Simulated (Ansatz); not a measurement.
**CrO$_{2}$: how the free axis answers a strain**

CrO$_{2}$, P4_2/mnm, a = 4.392 Å, c = 2.888 Å. Ansatz: PBEsol, PAW, 420 eV, Γ-centred 8×8×12 mesh on 6 atoms, Gaussian smearing 0.10 eV; collinear spin, largest moment 1.7 μB. Series: uniaxial strain along a, with b, c and atoms relaxed; x is the strain in per cent. y is the change of c in per cent of 2.888 Å.

```tsv
x (%)	y (%)
-4.5	?
-3.0	0.32
-1.5	0.17
0.0	0.00
1.5	-0.21
3.0	-0.44
4.5	-0.70
```

Q: Fit y = c1 x + c2 x² to the other rows, say what c1 measures, and predict the missing y.

A: Least squares on the rows shown. y = −0.1263 x − 0.006587 x². So −c1 = 0.126 is Poisson's ratio for this pair of axes. Along b the same runs (not shown) give 0.63. At x = -4.5 the fit asked for gives 0.43 %. The run gave 0.48 %, so the fit is 0.05 % too low, 4.2 % of the span of the series, against an rms of 0.003 % on the fitted rows. The row lies outside the fitted range. With a term in x³ added, a fit to the same known rows predicts 0.43 %, no real gain.

Moments started parallel, and an antiferromagnetic order may lie lower.